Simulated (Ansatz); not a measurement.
CaPd$_{2}$S$_{2}$ in Ansatz, relaxation

input.yaml:

```yaml
crystal:
  lattice:
    - [2.00452755, 3.47194377, 0.0]
    - [-2.00452755, 3.47194377, 0.0]
    - [0.0, 0.0, 6.63732689]
  atoms:
    - { symbol: Pd, position: [0.3333, 0.3334, 0.37649] }
    - { symbol: Pd, position: [0.6667, 0.6666, 0.62351] }
    - { symbol: Ca, position: [0.0, 0.0, 0.0] }
    - { symbol: S, position: [0.3333, 0.3334, 0.7463] }
    - { symbol: S, position: [0.6667, 0.6666, 0.2537] }
  symmetry: { tolerance: 0.0003 }
kpoints:
  mp_grid: { grid: [8, 8, 5], shift: [0, 0, 0] }
magnetization:
  spin_polarized: false
scf:
  occupations: { method: fermi_dirac }
  lower_state_search: "off"
hamiltonian:
  pseudopotentials: { kind: paw }
  xc: r2scan
basis:
  ecutwfc: 500
  fft_grid_basis: typed
relax:
  max_steps: 40
  cell: { p_target: 0.0 }
output:
  forces: true
  stress: true
  eigenvalues: true
  bader: true
  populations: true
  elf: true
  write_potential: true
  volumetric_format: npy
  dos:
    e_range: [-12, 8]
    de: 0.05
    projected: { site_lists: { Ca: [Ca], Pd: [Pd], S: [S] } }
checkpoint:
  read: saved_state
```

Run with:

```bash
ansatz run input.yaml --threads 2 --pin off --max-ram 2560MiB --backend cpu --events-out ev --progress --plain --runs-dir out
```

Origin of the cell: a known structure type with other elements, at an estimated volume, so it need not be a known compound.

The smearing width isn't typed, so it takes its default of 0.1 eV.

The saved state is a converged single point of the same cell.

Steps («new basis» is an SCF on plane waves selected anew at the same cell):

| step | ΔF (meV/atom) | max force component (eV/Å) | P (GPa) | volume (Å³) | SCF iterations | step was |
| --- | --- | --- | --- | --- | --- | --- |
| 1 | 0.0 | 0.597 | 0.95 | 92.39 | 6 | accepted |
| 2 | -5.4 | 0.086 | 1.22 | 90.99 | 8 | accepted |
| 3 | -8.3 | 0.094 | 0.19 | 92.13 | 8 | accepted |
| 4 | -10.2 | 0.083 | -0.32 | 92.60 | 8 | accepted |
| 5 | -11.0 | 0.009 | -0.23 | 92.34 | 6 | accepted |
| 6 | -11.1 | 0.012 | 0.05 | 92.07 | 6 | accepted |
| 7 | -11.1 | 0.001 | 0.00 | 92.11 | 5 | accepted |
| 8 | -11.1 | 0.001 | 0.00 | 92.11 | 6 | new basis |

Step 1, with forces in eV/Å:

```xyz
5
Lattice="2.005 3.472 0.000 -2.005 3.472 0.000 0.000 0.000 6.637" Properties=species:S:1:pos:R:3:forces:R:3 pbc="T T T" step=1
Pd    0.000    2.315    2.499    0.000    0.000   -0.334
Pd    0.000    4.629    4.138    0.000    0.000    0.334
Ca    0.000    0.000    0.000    0.000    0.000    0.000
S     0.000    2.315    4.953    0.000    0.000    0.597
S     0.000    4.629    1.684    0.000    0.000   -0.597
```

Step 2, with forces in eV/Å:

```xyz
5
Lattice="2.010 3.481 0.000 -2.010 3.481 0.000 0.000 0.000 6.503" Properties=species:S:1:pos:R:3:forces:R:3 pbc="T T T" step=2
Pd    0.000    2.321    2.415    0.000    0.000   -0.086
Pd    0.000    4.641    4.089    0.000    0.000    0.086
Ca    0.000    0.000    0.000    0.000    0.000    0.000
S     0.000    2.321    4.917    0.000    0.000   -0.014
S     0.000    4.641    1.586    0.000    0.000    0.014
```

Step 3, with forces in eV/Å:

```xyz
5
Lattice="2.007 3.476 0.000 -2.007 3.476 0.000 0.000 0.000 6.603" Properties=species:S:1:pos:R:3:forces:R:3 pbc="T T T" step=3
Pd    0.000    2.317    2.461    0.000    0.000   -0.094
Pd    0.000    4.635    4.142    0.000    0.000    0.094
Ca    0.000    0.000    0.000    0.000    0.000    0.000
S     0.000    2.317    4.981    0.000    0.000    0.078
S     0.000    4.635    1.622    0.000    0.000   -0.078
```

Step 4, with forces in eV/Å:

```xyz
5
Lattice="1.995 3.455 0.000 -1.995 3.455 0.000 0.000 0.000 6.717" Properties=species:S:1:pos:R:3:forces:R:3 pbc="T T T" step=4
Pd    0.000    2.303    2.509    0.000    0.000   -0.061
Pd    0.000    4.607    4.208    0.000    0.000    0.061
Ca    0.000    0.000    0.000    0.000    0.000    0.000
S     0.000    2.303    5.069    0.000    0.000    0.083
S     0.000    4.607    1.649    0.000    0.000   -0.083
```

Step 5, with forces in eV/Å:

```xyz
5
Lattice="1.987 3.441 0.000 -1.987 3.441 0.000 0.000 0.000 6.752" Properties=species:S:1:pos:R:3:forces:R:3 pbc="T T T" step=5
Pd    0.000    2.294    2.517    0.000    0.000   -0.009
Pd    0.000    4.588    4.235    0.000    0.000    0.009
Ca    0.000    0.000    0.000    0.000    0.000    0.000
S     0.000    2.294    5.108    0.000    0.000   -0.005
S     0.000    4.588    1.644    0.000    0.000    0.005
```

Step 8, with forces in eV/Å:

```xyz
5
Lattice="1.982 3.433 0.000 -1.982 3.433 0.000 0.000 0.000 6.768" Properties=species:S:1:pos:R:3:forces:R:3 pbc="T T T" step=8
Pd    0.000    2.289    2.522    0.000    0.000    0.001
Pd    0.000    4.577    4.246    0.000    0.000   -0.001
Ca    0.000    0.000    0.000    0.000    0.000    0.000
S     0.000    2.289    5.121    0.000    0.000    0.000
S     0.000    4.577    1.647    0.000    0.000    0.000
```

| Property | Result |
| --- | --- |
| Free energy lowered by | 11.1 meV/atom |
| Volume change | -0.30 % |
| Final pressure | 0.00 GPa |
| Relaxation steps listed | 8 |
| Formation energy (elements under the same functional, gases as molecules, uncorrected) | -0.911 eV/atom |

Caveats: the relaxation held the start's symmetry, so the end may be a saddle point.

Time: 100 s on 2 threads of Arm Neoverse V1, with other jobs on the host, peak memory 0.65 GiB, from a saved density.
